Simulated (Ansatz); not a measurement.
Structures of Mg$_{3}$O: which is lowest?

Plane-wave DFT in Ansatz with scalar-relativistic PAW potentials, cutoff 420 eV, Γ-centred meshes chosen by cell and gap, Gaussian smearing with energies taken to zero width. Every cell was relaxed (cell and atoms) in a run of its own, within the symmetry of its start. Functional: PBE.

Relaxed structures (starts from databases or built by putting these elements on another compound's sites):
A. I4/mmm, 4 atoms in the computed cell, a = 3.704 Å, c = 9.820 Å; sites (symmetry × multiplicity) Mg -4m2 × 4 + 4/mmm × 2, O 4/mmm × 2; start: built
B. P4/mmm, 4 atoms in the computed cell, a = 4.289 Å, c = 3.798 Å; sites (symmetry × multiplicity) Mg 4/mmm × 1 + mmm. × 2, O 4/mmm × 1; start: built

Rank them by energy. Could pressure change the order?

| structure | group | E − E(lowest) (meV/atom) | V (Å³/atom) | gap on mesh (eV) |
| --- | --- | --- | --- | --- |
| A | I4/mmm | 0.0 | 16.84 | 0.00 |
| B | P4/mmm | 133 | 17.47 | 0.00 |

A is lowest, 133 meV/atom under B. The lowest is also the densest of these, so pressure wouldn't bring one of the others in at first order. Other structures may lie lower than all of these, and vibrations aren't counted.

Spin polarisation was left out, and a magnetic state may lie lower.